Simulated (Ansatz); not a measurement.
The cell comes from COD entry 9009081, which wasn't checked; take it as a given geometry.

MnO₂: DFT, PBE, all-electron LAPW, scalar-relativistic (Ansatz 0.2.0).

```yaml
crystal:
  lattice:
    - [4.396, 0.0, 0.0]
    - [0.0, 4.396, 0.0]
    - [0.0, 0.0, 2.871]
  atoms:
    - { symbol: Mn, position: [0.0, 0.0, 0.0], spin: 4.0 }
    - { symbol: Mn, position: [0.5, 0.5, 0.5], spin: 4.0 }
    - { symbol: O, position: [0.302, 0.302, 0.0] }
    - { symbol: O, position: [0.198, 0.802, 0.5] }
    - { symbol: O, position: [0.698, 0.698, 0.0] }
    - { symbol: O, position: [0.802, 0.198, 0.5] }
magnetization:
  spin_polarized: true
kpoints:
  mp_grid: { grid: [8, 8, 12] }
  band_path:
    path:
      - [0.0, 0.0, 0.0]
      - [0.0, 0.5, 0.0]
      - [0.5, 0.5, 0.0]
      - [0.0, 0.0, 0.0]
      - [0.0, 0.0, 0.5]
      - [0.0, 0.5, 0.5]
      - [0.5, 0.5, 0.5]
      - [0.0, 0.0, 0.5]
      - [0.0, 0.5, 0.0]
    npoints: 8
scf:
  occupations: { method: fermi_dirac, width: 0.05 }
hamiltonian:
  xc: pbe
  pseudopotentials: { kind: all_electron, lapw: { basis_error: 0.001 } }
output:
  forces: true
  stress: true
  eigenvalues: true
  populations: true
  dos: { projected: true, de: 0.2, e_range: [-14, 8] }
```

Output:

```
Mn: projections on atomic orbitals take those of the free atom 1s2 2s2 2p6 3s2 3p6 3d5 4s2, of charge +0.00 (hamiltonian.pseudopotentials.projection_atoms)
O: projections on atomic orbitals take those of the free atom 1s2 2s2 2p4, of charge +0.00 (hamiltonian.pseudopotentials.projection_atoms)
LAPW: plane waves up to 11.042 Å⁻¹, error target 1.0e-3 eV per atom; small_component_spin mean_spin; O in spheres of 0.851 Å, 8 of its electrons in bands, Dirac shells []; Mn in spheres of 1.026 Å, 21 of its electrons in bands, Dirac shells []
Engine: ansatz 0.2.0
Pseudopotentials: kind: all_electron
Pseudopotential: Mn, LAPW, valence charge 21, Koelling and Harmon's equation, gaussian nucleus
Pseudopotential: O, LAPW, valence charge 8, Koelling and Harmon's equation, gaussian nucleus
Functional definition: PBE
  parameter kappa = 0.804
  parameter beta = 0.06672455060314922
  exchange = pbe_x(kappa = kappa, mu = beta*pi^2/3)
  correlation = pbe_c(beta = beta)
Crystal: 6 atoms, lattice volume = 55.482 Å³
Basis set: ecut = 464.5142740587316 eV, 1251 PW (Γ), exchange–correlation at level 2
Bands: 50, of which v1, the nominal top of the filled ones, is band 37 counted from 1 (36 counted from 0)
Symmetry: 16 space group operations
Space group: P42/mnm (ITA 136), of the structure as read, at distance tolerance 3.8e-5 Å
Magnetic group: BNS 136.495 (UNI 1155), of the structure as read, at distance tolerance 3.8e-5 Å
k-points: 105 of 768
Non-local potential: Mn, projectors of the file, none
Non-local potential: O, projectors of the file, none
Initial density: superposition of atomic densities (chi_scale 0.1, normalization cell, long waves kept (reshape's long-wave potential 0.00 eV rms))
Starting moments: Σ|m| = 8 μB on 2 of 6 sites
Initial wavefunctions: plane waves of lowest kinetic energy (no species holds an atomic orbital)
Functional: x = pbe(κ = 0.804, μ = 0.2195149727645171), c = pbe(β = 0.06672455060314922)
iter 1 solved again at ethr=1.34e-2 eV; its pass at ethr=1.00e-1 eV (dr2=9.94e0 eV) is discarded
SCF iter   1: F=—  HF=-71251.941569 eV  |F-HF|=—  |Δ(HF+E_count)|=         —  Δρ=8.79e-2 (↑8.79e-2 ↓6.28e-2)  dr2=9.94e0  dr2_m=6.10e-1  M=6.000 μB ∫|m|=6.298 μB  β_m=0.30  ethr=1.34e-2  ⟨swp⟩=2.0  Hψ=66523  notcnv=0
Mixer restart at iter 1: flushing history
preconditioner: auto → Kerker (q_TF=auto, 2.862 Å⁻¹)  [metal: Δε(μ)=0.026 eV  Ē_g=14.961 eV  σ=0.050 eV  W_gap=0.13  n_scr=22 (ndim 8)  ℏωp=30.7 eV  f_vac=0.000  D(μ)=0.38/eV (n_scr^D=0)]
spin=Collinear: Kerker preconditioning applied to the charge; magnetization (m = ρ↑ − ρ↓) channel mixes plain (no charge-response kernel on spin).
SCF iter   2: F=—  HF=-71249.796050 eV  |F-HF|=—  |Δ(HF+E_count)|=    2.15e0  Δρ=4.03e-2 (↑4.03e-2 ↓3.02e-2)  dr2=1.42e0  dr2_m=3.04e-1  M=6.000 μB ∫|m|=6.301 μB  β_m=0.35  ethr=1.34e-2  ⟨swp⟩=2.0  Hψ=30243  notcnv=0
SCF iter   3: F=—  HF=-71249.698347 eV  |F-HF|=—  |Δ(HF+E_count)|=   9.77e-2  Δρ=2.75e-2 (↑2.75e-2 ↓1.86e-2)  dr2=6.50e-1  dr2_m=1.28e-1  M=5.999 μB ∫|m|=6.253 μB  β_m=0.57  ethr=1.92e-3  ⟨swp⟩=2.0  Hψ=32342  notcnv=0
iter 4 solved again at ethr=3.17e-5 eV; its pass at ethr=8.79e-4 eV (dr2=2.35e-2 eV) is discarded
SCF iter   4: F=—  HF=-71249.788795 eV  |F-HF|=—  |Δ(HF+E_count)|=         —  Δρ=4.87e-3 (↑4.87e-3 ↓3.67e-3)  dr2=2.35e-2  dr2_m=3.58e-3  M=5.989 μB ∫|m|=6.168 μB  β_m=0.61  ethr=3.17e-5  ⟨swp⟩=2.0  Hψ=52831  notcnv=0
the basis was enlarged: its passes take 1.9 MiB over the memory plan, 2 of 2 planned eigensolver slots
SCF iter   5: F=—  HF=-71249.804224 eV  |F-HF|=—  |Δ(HF+E_count)|=         —  Δρ=2.37e-3 (↑2.37e-3 ↓1.64e-3)  dr2=4.64e-3  dr2_m=9.35e-4  M=5.992 μB ∫|m|=6.142 μB  β_m=0.61  ethr=3.17e-5  ⟨swp⟩=2.0  Hψ=30954  notcnv=0
Mixer restart at iter 5: flushing history
SCF iter   6: F=—  HF=-71249.809406 eV  |F-HF|=—  |Δ(HF+E_count)|=   5.18e-3  Δρ=1.45e-3 (↑1.45e-3 ↓8.70e-4)  dr2=2.62e-3  dr2_m=1.84e-4  M=5.992 μB ∫|m|=6.139 μB  β_m=0.79  ethr=6.28e-6  ⟨swp⟩=2.0  Hψ=29842  notcnv=0
SCF iter   7: F=—  HF=-71249.811354 eV  |F-HF|=—  |Δ(HF+E_count)|=   1.95e-3  Δρ=6.17e-4 (↑4.85e-4 ↓6.17e-4)  dr2=8.88e-4  dr2_m=1.38e-5  M=5.992 μB ∫|m|=6.135 μB  β_m=0.70  ethr=3.54e-6  ⟨swp⟩=2.6  Hψ=30758  notcnv=0  defer=1
SCF iter   8: F=—  HF=-71249.811531 eV  |F-HF|=—  |Δ(HF+E_count)|=   1.78e-4  Δρ=3.09e-4 (↑2.50e-4 ↓3.09e-4)  dr2=2.12e-4  dr2_m=2.28e-6  M=5.992 μB ∫|m|=6.135 μB  β_m=0.79  ethr=1.20e-6  ⟨swp⟩=2.5  Hψ=29919  notcnv=0
SCF iter   9: F=—  HF=-71249.811661 eV  |F-HF|=—  |Δ(HF+E_count)|=   1.30e-4  Δρ=1.45e-4 (↑1.17e-4 ↓1.45e-4)  dr2=5.41e-5  dr2_m=5.87e-7  M=5.992 μB ∫|m|=6.135 μB  β_m=0.78  ethr=2.87e-7  ⟨swp⟩=2.7  Hψ=29917  notcnv=0
SCF iter  10: F=—  HF=-71249.811675 eV  |F-HF|=—  |Δ(HF+E_count)|=   1.43e-5  Δρ=4.94e-5 (↑4.94e-5 ↓4.82e-5)  dr2=8.25e-6  dr2_m=1.65e-7  M=5.992 μB ∫|m|=6.135 μB  β_m=0.89  ethr=7.30e-8  ⟨swp⟩=3.0  Hψ=30381  notcnv=0
SCF iter  11: F=—  HF=-71249.811679 eV  |F-HF|=—  |Δ(HF+E_count)|=   3.49e-6  Δρ=1.17e-5 (↑1.05e-5 ↓1.17e-5)  dr2=3.77e-7  dr2_m=1.24e-9  M=5.992 μB ∫|m|=6.135 μB  β_m=0.94  ethr=1.11e-8  ⟨swp⟩=3.0  Hψ=31210  notcnv=0
SCF iter  12: F=—  HF=-71249.811679 eV  |F-HF|=—  |Δ(HF+E_count)|=   1.78e-7  Δρ=4.67e-6 (↑4.61e-6 ↓4.67e-6)  dr2=5.31e-8  dr2_m=5.70e-12  M=5.992 μB ∫|m|=6.135 μB  β_m=0.97  ethr=5.09e-10  ⟨swp⟩=2.9  Hψ=30047  notcnv=0
SCF iter  13: F=-71249.811679 eV  HF=-71249.811679 eV  |F-HF|=2.33e-10  |Δ(HF+E_count)|=   5.01e-8  Δρ=5.05e-7 (↑4.09e-7 ↓5.05e-7)  dr2=4.33e-10  dr2_m=7.10e-12  M=5.992 μB ∫|m|=6.135 μB  ethr=7.17e-11  ⟨swp⟩=3.0  Hψ=31944  notcnv=0
SCF 1 converged in 13 iterations: F = -71249.811679 eV  dr2 = 4.33e-10
WARN: an SCF from antiferromagnetic starting moments (-4.00, 4.00, 0.00, 0.00, 0.00, 0.00 Bohr magnetons, atom by atom) was not made, by what the run has read of turns of its moments that order reads lower: the deck asks for what bars it, or types moments that do (magnetization.spin_polarized, in the input reference, names some of the keys), or the run goes by scf.lower_state_search: light, the default, which as a rule tries one only behind a close that has lost an order of both signs, or on which an open d or half-filled 4f shell of a PAW file has lost a moment that was set nearer to Hund's than to what is left; or, under a Hubbard U, one that names an f shell that the input leaves bare beside given moments, or a larger moment for a shell of low spin that is given one. standard, with a start from the atoms, tries one behind each close (in a relaxation, ahead of its steps or at their end). To set out from that order, type those moments (crystal.atoms[].spin; where shells were raised to Hund's moment, beside crystal.symmetry.detect: false) under scf.lower_state_search: light. The bands of the close that named these starting moments, or of the one ahead of a search that led to it (under cold or Methfessel-Paxton smearing those of the Gaussian ahead of it) read a cost of -397.59 meV for the turn to them, carried on from a small turn (-397.59 by the pairs of d shells alone)
NSCF: frozen V_eff on 65 k-points
SCF converged after 13 iterations
Magnetization: 5.9920 μB (39.9960 up, 34.0040 down)
Absolute magnetization: 6.1350 μB (∫|ρ↑−ρ↓|)
Spin contamination: 0.0501 ħ² per cell (⟨S²⟩ above its minimum at these occupations)
Per-site moments (μB) at R_I (Å): [(2.5904200271169504, 1.0263071531903), (2.5904200271169504, 1.0263071531903), (0.10560535269965854, 0.8511914305308124), (0.10560535269965854, 0.8511914305308124), (0.10560535269965854, 0.8511914305308124), (0.10560535269965854, 0.8511914305308124)]
Free energy (F): -71249.811679 eV
Harris-Foulkes:  -71249.811679 eV  (|F-HF|=2.33e-10)
Internal energy: -71249.808807 eV  (E = F + TS)
E sigma→0 (E₀):  -71249.810243 eV
Entropy (-TS):   -0.002872 eV (-0.479 meV/atom)
Fermi energy:    11.202345 eV
--- Per-component energies (eV) ---
  E_band       = -11893.258985
  E_kinetic    = 72042.715459
  E_xc         = -3775.805534
  E_electrostatic = -139516.718732  (all electrons and nuclei)
  E_smearing   = -0.002872  (= −TS)
  E_closure    = 0.000000  (closes the sum)
  E_atoms      = -71201.086654  (free atoms, spherical and without spin; not in F)
  Σ components = -71249.811679   (vs F -71249.811679, Δ=0.00e0)
  Basis errors (estimates in eV, not in F): energy 5.0e-4 per atom: plane waves 4.5e-4 (2.7e-4 summed), levels above the bands 1.6e-137, relativity 1.2e-7, radial functions 5.2e-5, core shells 4.7e-7; eigenvalues (radial functions only) 1.2e-5; not estimated: angular momenta, meshes, grids; target (lapw.basis_error) 1.0e-3; muffin-tin radii O 0.851 Å, Mn 1.026 Å
--- Forces (eV/Å), atoms counted from 1 ---
  atom   1  Mn     0.00000000    -0.00000000     0.00000000
  atom   2  Mn    -0.00000000    -0.00000000    -0.00000000
  atom   3  O      0.33491264     0.33491264     0.00000000
  atom   4  O     -0.33491264     0.33491264    -0.00000000
  atom   5  O     -0.33491264    -0.33491264    -0.00000000
  atom   6  O      0.33491264    -0.33491264     0.00000000
  max |Σ_I F_I| component: 1.11e-16 eV/Å
--- Stress (GPa, compression-positive) ---
        6.339291       0.000000       0.000000
        0.000000       6.339291       0.000000
        0.000000       0.000000       3.143618
  P = ⅓ Tr σ = 5.2741 GPa (52.741 kbar)
--- Band table (eV; the first three rows and the last of 210) ---
  k-point 0 ↑: bands = ["-614.2111", "-614.2111", "-614.1772", "-614.1772", "-614.1315", "-614.1315", "-494.6332", "-494.6332", "-494.6332", "-494.6332", "-70.8414", "-70.8386", "-39.5797", "-39.5717", "-39.5143", "-39.5143", "-39.4508", "-39.4508", "-8.9429", "-7.0596", "-6.7140", "-6.7140", "3.0249", "3.7164", "4.2970", "5.3084", "5.3084", "6.9888", "6.9888", "7.5638", "8.2655", "8.4401", "8.5578", "8.5578", "8.6399", "9.4418", "9.8543", "9.8543", "10.4123", "10.9908", "11.0797", "13.8046", "13.8046", "14.7531", "18.7779", "22.0540", "22.0540", "24.6190", "25.9896", "26.0467"]
  k-point 1 ↑: bands = ["-614.2111", "-614.2111", "-614.1772", "-614.1772", "-614.1315", "-614.1315", "-494.6332", "-494.6332", "-494.6332", "-494.6332", "-70.8407", "-70.8380", "-39.5868", "-39.5791", "-39.5130", "-39.5130", "-39.4505", "-39.4505", "-8.8747", "-7.0397", "-6.7249", "-6.7249", "3.1210", "3.7818", "4.3760", "5.2322", "5.2322", "7.1313", "7.1313", "7.2305", "8.0577", "8.3783", "8.3783", "8.4489", "8.7255", "9.4477", "9.9994", "9.9994", "10.3259", "10.9598", "11.2232", "13.6582", "13.6582", "14.6530", "19.0141", "22.3498", "22.3498", "24.7431", "25.9844", "26.1194"]
  k-point 2 ↑: bands = ["-614.2111", "-614.2111", "-614.1772", "-614.1772", "-614.1315", "-614.1315", "-494.6332", "-494.6332", "-494.6332", "-494.6332", "-70.8390", "-70.8366", "-39.6061", "-39.5993", "-39.5095", "-39.5095", "-39.4495", "-39.4495", "-8.6785", "-6.9924", "-6.7551", "-6.7551", "3.3958", "3.9638", "4.6098", "5.0994", "5.0994", "6.5531", "7.4340", "7.4340", "7.5204", "7.9924", "7.9924", "8.4497", "8.8055", "9.4555", "10.1009", "10.2818", "10.2818", "10.8682", "11.5419", "13.3316", "13.3316", "14.3499", "19.6616", "23.1190", "23.1190", "25.0165", "25.9760", "26.3230"]
  k-point 104 ↓: bands = ["-613.2382", "-613.2382", "-613.2003", "-613.2003", "-613.1543", "-613.1543", "-494.5504", "-494.5504", "-494.5504", "-494.5504", "-67.7724", "-67.7724", "-36.7120", "-36.7120", "-36.5090", "-36.5090", "-36.4644", "-36.4644", "-6.9065", "-6.9065", "-6.7946", "-6.7946", "4.5576", "4.5576", "5.0081", "5.0081", "6.2440", "6.2440", "6.9595", "6.9595", "9.2055", "9.2055", "9.7396", "9.7396", "12.3185", "12.3185", "12.3761", "12.3761", "12.6790", "12.6790", "14.1889", "14.1889", "14.5826", "14.5826", "23.0405", "23.0405", "24.7228", "24.7228", "26.5156", "26.5156"]
--- Löwdin populations: 6 sites ---
  site symbol       q [e]    m [muB]
     0     Mn     23.4992     2.6999
     1     Mn     23.4992     2.6999
     2      O      8.7012     0.1377
     3      O      8.7012     0.1377
     4      O      8.7012     0.1377
     5      O      8.7012     0.1377
  spilling = 0.002402 (of n_electrons = 82.000000)
```

populations.tsv:

```
# site	symbol	l	j	q_up	q_dn
# orbitals = lowdin
# n_electrons = 82.000000
# spilling = 0.002402
# projection_atom_Mn: 1s2 2s2 2p6 3s2 3p6 3d5 4s2
# projection_atom_O: 1s2 2s2 2p4
0	Mn	0_1S	-	0.999994	0.999994
0	Mn	0_2S	-	0.999658	0.999673
0	Mn	0_3S	-	0.989523	0.990069
0	Mn	0_4S	-	0.232497	0.213850
0	Mn	1_2P	-	2.999994	2.999994
0	Mn	1_3P	-	2.997758	2.997683
0	Mn	2_3D	-	3.880119	1.198396
1	Mn	0_1S	-	0.999994	0.999994
1	Mn	0_2S	-	0.999658	0.999673
1	Mn	0_3S	-	0.989523	0.990069
1	Mn	0_4S	-	0.232497	0.213850
1	Mn	1_2P	-	2.999994	2.999994
1	Mn	1_3P	-	2.997758	2.997683
1	Mn	2_3D	-	3.880119	1.198396
2	O	0_1S	-	0.999310	0.999273
2	O	0_2S	-	0.899778	0.896077
2	O	1_2P	-	2.520359	2.386355
3	O	0_1S	-	0.999310	0.999273
3	O	0_2S	-	0.899778	0.896077
3	O	1_2P	-	2.520359	2.386355
4	O	0_1S	-	0.999310	0.999273
4	O	0_2S	-	0.899778	0.896077
4	O	1_2P	-	2.520359	2.386355
5	O	0_1S	-	0.999310	0.999273
5	O	0_2S	-	0.899778	0.896077
5	O	1_2P	-	2.520359	2.386355
```

Semilocal functionals without U often leave such compounds metallic or with too small a gap, and the real magnetic order may differ.

Runs of this kind can end on a higher state of the open shell or of the magnetic order, so this needn't be the ground state of the method.
